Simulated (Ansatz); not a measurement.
Molecular dynamics on a 2×2×2 supercell (24 atoms) of WS2 (fluorite), relaxed with r2SCAN. Forces come from r2SCAN in Ansatz: constant energy and volume (NVE), velocities drawn at 1300 K, steps of 2 fs. Computed, non-magnetic; the trajectory is short and the cell small, so nothing here is a converged average. The structure comes from a prototype and may be hypothetical.

```yaml
crystal:
  lattice:
    - [0.0, 5.8623190958, 5.8623190958]
    - [5.8623190958, 0.0, 5.8623190958]
    - [5.8623190958, 5.8623190958, 0.0]
  atoms:
    - { symbol: W, position: [0.0, 0.0, 0.0] }
    - { symbol: S, position: [0.125, 0.125, 0.125] }
    - { symbol: S, position: [0.375, 0.375, 0.375] }
    - { symbol: W, position: [0.0, 0.0, 0.5] }
    - { symbol: S, position: [0.125, 0.125, 0.625] }
    - { symbol: S, position: [0.375, 0.375, 0.875] }
    - { symbol: W, position: [0.0, 0.5, 0.0] }
    - { symbol: S, position: [0.125, 0.625, 0.125] }
    - { symbol: S, position: [0.375, 0.875, 0.375] }
    - { symbol: W, position: [0.0, 0.5, 0.5] }
    - { symbol: S, position: [0.125, 0.625, 0.625] }
    - { symbol: S, position: [0.375, 0.875, 0.875] }
    - { symbol: W, position: [0.5, 0.0, 0.0] }
    - { symbol: S, position: [0.625, 0.125, 0.125] }
    - { symbol: S, position: [0.875, 0.375, 0.375] }
    - { symbol: W, position: [0.5, 0.0, 0.5] }
    - { symbol: S, position: [0.625, 0.125, 0.625] }
    - { symbol: S, position: [0.875, 0.375, 0.875] }
    - { symbol: W, position: [0.5, 0.5, 0.0] }
    - { symbol: S, position: [0.625, 0.625, 0.125] }
    - { symbol: S, position: [0.875, 0.875, 0.375] }
    - { symbol: W, position: [0.5, 0.5, 0.5] }
    - { symbol: S, position: [0.625, 0.625, 0.625] }
    - { symbol: S, position: [0.875, 0.875, 0.875] }
kpoints:
  mp_grid: { grid: [2, 2, 2] }
hamiltonian:
  xc: r2scan
scf:
  occupations: { method: fermi_dirac, width: 0.112 }
md:
  ensemble: nve
  temperature: 1300
  timestep: 2.0
  n_steps: 40
  initial_velocities: maxwell_boltzmann
  seed: 7391
```

Run as `ansatz run input.yaml --threads 4 --pin off --max-ram 3686MiB --backend cpu --events-out ev --progress --plain --runs-dir out`. It ended after 7.6 min on 4 threads of Arm Neoverse V1 (shared host), load about 0.7 per core; peak host memory 2.8 GiB.

| step | t (fs) | T (K) | free energy F from step 0 (meV/atom) | kinetic energy (meV/atom) | largest force (eV/Å) |
| --- | --- | --- | --- | --- | --- |
| 0 | 0 | 1300 | 0.0 | 161.0 | 0.00 |
| 1 | 2 | 1294 | 0.7 | 160.3 | 0.27 |
| 2 | 4 | 1277 | 2.9 | 158.1 | 0.50 |
| 3 | 6 | 1247 | 6.5 | 154.5 | 0.73 |
| 4 | 8 | 1206 | 11.6 | 149.4 | 0.98 |
| 5 | 10 | 1154 | 18.1 | 142.9 | 1.21 |
| 6 | 12 | 1091 | 26.0 | 135.1 | 1.44 |
| 7 | 14 | 1019 | 34.9 | 126.2 | 1.65 |
| 8 | 16 | 941 | 44.5 | 116.6 | 1.84 |
| 9 | 18 | 862 | 54.4 | 106.7 | 1.99 |
| 10 | 20 | 784 | 64.1 | 97.1 | 2.16 |
| 11 | 22 | 711 | 73.1 | 88.0 | 2.32 |
| 12 | 24 | 646 | 81.1 | 80.1 | 2.45 |
| 13 | 26 | 594 | 87.6 | 73.6 | 2.55 |
| 14 | 28 | 555 | 92.4 | 68.8 | 2.62 |
| 15 | 30 | 532 | 95.4 | 65.9 | 2.65 |
| 16 | 32 | 523 | 96.4 | 64.8 | 2.65 |
| 17 | 34 | 530 | 95.6 | 65.6 | 2.62 |
| 18 | 36 | 549 | 93.1 | 68.0 | 2.55 |
| 19 | 38 | 580 | 89.3 | 71.8 | 2.46 |
| 20 | 40 | 620 | 84.4 | 76.8 | 2.47 |
| 21 | 42 | 666 | 78.7 | 82.5 | 2.60 |
| 22 | 44 | 716 | 72.5 | 88.6 | 2.70 |
| 23 | 46 | 767 | 66.0 | 95.1 | 2.78 |
| 24 | 48 | 819 | 59.6 | 101.5 | 2.83 |
| 25 | 50 | 870 | 53.3 | 107.8 | 2.83 |
| 26 | 52 | 918 | 47.3 | 113.7 | 2.79 |
| 27 | 54 | 963 | 41.7 | 119.4 | 2.70 |
| 28 | 56 | 1005 | 36.5 | 124.5 | 2.56 |
| 29 | 58 | 1043 | 31.8 | 129.3 | 2.37 |
| 30 | 60 | 1077 | 27.6 | 133.4 | 2.31 |

The temperature starts at 1300 K, is lowest at step 16 (523 K, 32 fs) and ends at 1077 K. The atoms start on their lattice sites with kinetic energy alone, so much of it first passes into potential energy. The conserved energy stays within 0.19 meV an atom. By the last step the atoms have moved 0.29 Å in the root mean square, the drift of the whole cell taken out, 0.67 Å at most. The job's limit cut the run after 30 of 40 steps.

Positions (Å) and forces (eV/Å) at step 30:
```
W    0.045  -0.126  -0.090    -0.731   0.613   0.856
S    1.519   1.145   1.297    -0.397   0.357  -0.216
S    4.293   4.428   4.240     0.751  -0.094   0.365
W    2.774   2.995  -0.050     0.595  -0.513  -0.428
S    4.204   4.523   1.187     1.208   0.831   0.001
S    7.456   7.355   4.234    -0.363   0.194   0.399
W    3.058  -0.007   3.032    -0.629   1.325  -1.558
S    4.214   1.641   4.337     1.706  -1.457   0.530
S    7.490   4.210   7.482    -0.874  -0.224   1.224
W    5.789   2.971   2.979    -0.348   0.673  -0.547
S    7.172   4.571   4.329     0.621  -0.909   0.034
S   10.110   7.595   7.667     0.438   0.069   0.243
W    0.130   2.865   3.020    -1.136   0.107  -1.110
S    1.356   4.401   4.526     0.833  -0.164  -1.060
S    4.459   7.412   7.389    -0.297  -0.159   1.070
W    2.952   5.956   3.052    -0.457  -0.469  -1.749
S    4.764   7.596   4.852    -1.284   0.299  -1.327
S    7.223   9.958   7.181    -1.299   0.153   1.175
W    2.899   2.910   5.820    -0.103  -0.029   0.870
S    4.357   4.538   7.209     0.793   0.176  -0.927
S    7.167   7.298  10.049     0.339   0.443   0.414
W    5.869   5.894   5.830     0.018  -0.205   0.857
S    7.594   6.964   7.030    -0.169   0.056  -0.329
S   10.050  10.108   9.958     0.784  -1.072   1.213
```
